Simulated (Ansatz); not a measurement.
KI (rock salt) is sheared across one {100} plane: the third cell vector gains the shift, so faults repeat every 10.8 Å. The cut lies between planes 3.59 Å apart; the cell height is held.

```
KI
1.0
    5.07792     0.00000     0.00000
    0.00000     5.07792     0.00000
    2.53896     2.53896    10.77189
I K
3 3
Direct
  0.00000   0.00000   0.83333
  0.33333   0.33333   0.16667
  0.66667   0.66667   0.50000
  0.50000   0.50000   0.83333
  0.83333   0.83333   0.16667
  0.16667   0.16667   0.50000
```

In-plane vectors a = (5.078, 0.000) Å, b = (0.000, 5.078) Å, area 25.79 Å². The shift is s times the vector a (length 5.078 Å), so s = 1 restores the start. The shift is rigid: no atom relaxes. γ = [E(shift) − E(0)] / area.

The numbers are results of PBE (plane waves to 420 eV, PAW, scalar-relativistic; Ansatz, a program for electronic structure), not measurements. k mesh 6×6×6 (Γ-centred), Fermi-Dirac smearing 0.05 eV. E is the zero-smearing estimate. Faults lie only 10.8 Å apart, and holding the cell height and the atoms raises γ above its relaxed value. KI was relaxed with its symmetry unable to fall. Spin-orbit coupling is left out, though I is heavy. The relaxed volume of KI is well above the measured one; the method has no dispersion term. γ is measured from zero shift.

```
s      γ (mJ/m²)
-----  ---------
0.000          0
0.083          9
0.167         34
0.250         73
0.333        118
0.417        153
0.500   withheld
0.583        153
0.667        118
0.750         73
0.833         34
0.917          9
```

Fit a Fourier form (three harmonics of 1 − cos and sin) to the given rows and predict γ at s = 0.500.

Least squares on the 11 given rows: γ = (83.5)·[1 − cos(2πs)] + (-5.0)·[1 − cos(4πs)], in mJ/m²; root-mean-square residual 0.3 mJ/m². At 0.500 the fit gives 167 mJ/m²; the calculation gives 167 mJ/m², the same to the digits shown. 

(The slope of γ gives the shear force per area between the displaced halves; near zero shift its curvature is an elastic stiffness.)
